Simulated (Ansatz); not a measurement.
Equation of state of TlSn

A database entry relaxed whole under r2SCAN (P4/mmm):

```
CELL_PARAMETERS angstrom
3.41790 0.00000 0.00000
0.00000 3.41790 0.00000
0.00000 0.00000 4.95845
ATOMIC_POSITIONS crystal
Tl 0.00000 0.00000 0.00000
Sn 0.50000 0.50000 0.50000
```

The cell was scaled uniformly, its shape held, and the atoms relaxed at each volume with plane-wave PAW DFT (Ansatz 0.2.0; r2SCAN, 500 eV, 10×10×7 Γ-centred mesh, fermi-dirac occupations of width 0.100 eV; no spin, no spin-orbit coupling). One row is withheld.

```tsv
volume (Å³/atom)	energy over the lowest (meV/atom)	pressure (GPa)
27.225	13.4	2.81
27.804	5.4	1.73
28.383	1.1	0.77
28.962	0.0	-0.07
29.542	1.8	-0.82
30.121	?	?
30.700	12.8	-2.07
```

Task: Fit the pressures of the other rows to the third-order Birch-Murnaghan form.

Result: With f = [(V₀/V)^(2/3) − 1]/2 and P = 3B₀f(1 + 2f)^(5/2)[1 + 3(B₀′ − 4)f/2], least squares gives V₀ = 28.91 Å³ an atom, B₀ = 40.1 GPa and B₀′ = 5.1; the rows miss the fit by less than 0.01 GPa. The slope of the energies differs from these pressures by 0.05 GPa, since they are taken to zero smearing while pressures follow the free energy.

Task: What does the withheld row hold?

Result: The fit gives -1.48 GPa at 30.121 Å³; the run gave -1.48 GPa and 6.2 meV an atom.

Caveats: the shape of the cell was held, so B₀ is an upper bound where the axes differ in stiffness; 0 K, fixed nuclei; the symmetry was kept, and this need not be the phase that is stable at 0 K; one mesh for all volumes; the relaxed cell lies far from the entry, by an error of the functional or of the entry; pressure is positive in compression.
